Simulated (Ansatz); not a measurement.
## Cu: energy along a strain

Cu, I4/mmm, a = 2.886 Å, c = 2.752 Å (as given, not relaxed at this level: -1.4 GPa). This isn't the element's structure at ambient conditions. Ansatz: PBEsol, PAW, 420 eV, Γ-centred 24×24×24 mesh on 1 atom, Gaussian smearing 0.15 eV; no spin polarisation. Cell vectors (Å): -1.443 1.443 1.376; 1.443 -1.443 1.376; 1.443 1.443 -1.376. The cell is strained by x per cent times the pattern (0 1 0 0 0 0) in the order xx yy zz yz xz xy (engineering shears), with fractional coordinates held. y is the free energy over the start, V0 = 11.458 Å³/atom. Points with a strain past 8.5 % were computed too (3) and aren't used here.

| x (%) | y (meV/atom) |
| --- | --- |
| -7.50 | ? |
| -5.00 | 9.83 |
| -2.50 | 0.92 |
| 0.00 | 0.00 |
| 2.50 | 5.45 |
| 5.00 | 16.37 |
| 7.50 | 31.88 |

**Question.** Fit y = c1 x + c2 x² + c3 x³ to the other rows, get the stiffness along the pattern, and predict the missing energy.

**Answer.** Least squares on the rows shown. y = 0.94716 x + 0.52439 x² − 0.011259 x³. The clamped-ion stiffness p·C·p = 2 × 5.244 eV × 160.2 / 11.458 Å³ = 147 GPa, which is C22 in these axes (second derivative at the start, which stands under stress). At x = -7.50 the fit asked for gives 27.14 meV/atom. The run gave 28.52 meV/atom, so the fit is 1.38 meV/atom too low, 4.3 % of the span of the series, against an rms of 0.08 meV/atom on the fitted rows. The row lies outside the fitted range. With a term in x⁴ added, a fit to the same known rows predicts 28.56 meV/atom, so most of the miss is curvature that the known rows already hold.